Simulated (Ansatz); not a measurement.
Structure: SiSSe (Janus 2H monolayer), at its r2SCAN minimum. The sheet's in-plane cell has a = 3.335 Å, b = 3.335 Å (γ = 120.0°), and its outermost atoms lie 3.01 Å apart along the normal. Si has 3 S at 2.40 Å and 3 Se at 2.49 Å; S has 3 Si at 2.40 Å; Se has 3 Si at 2.49 Å.

```yaml
crystal:
  lattice:
    - [3.33467, 0.00000, 0.00000]
    - [-1.66733, 2.88791, 0.00000]
    - [0.00000, 0.00000, 29.57198]
  atoms:
    - { symbol: Si, position: [0.33333, 0.66667, 0.30611] }
    - { symbol: S, position: [0.66667, 0.33333, 0.35441] }
    - { symbol: Se, position: [0.66667, 0.33333, 0.25250] }
```
Two periodic directions, a and b.

The questions ask for values computed with the plane-wave code Ansatz on this geometry. The calculation is non-magnetic, and the structure need not be a phase that has been made.

**Question.** What gap does LDA give, and where are the band edges?

**Answer.** With LDA the bands overlap by 0.58 eV (counted from 1, band 13 peaks at Γ and band 14 bottoms out at M): no gap.

**Question.** Estimate the gap with PBE on 12×12×1.

**Answer.** PBE gives no gap: the lowest nominally empty band dips 0.48 eV below the top of the last filled one (its bottom at M, the top at Γ), so the cell is a metal or semimetal at this level.

**Question.** How does the gap change from LDA to PBE+SOC (12×12×1)?

**Answer.** With PBE+SOC the bands overlap by 0.61 eV (counted from 1, band 26 peaks at Γ and band 27 bottoms out at M): no gap. Spin-orbit coupling itself accounts for -0.129 eV.

**Question.** How does the gap change from LDA to r2SCAN (12×12×1)?

**Answer.** With r2SCAN the bands overlap by 0.28 eV (counted from 1, band 13 peaks at Γ and band 14 bottoms out at M): no gap.

Only the levels marked +SOC include spin-orbit coupling.

For some runs the program warns that the potential is rough where the density is thin, which bears on empty states near the vacuum.
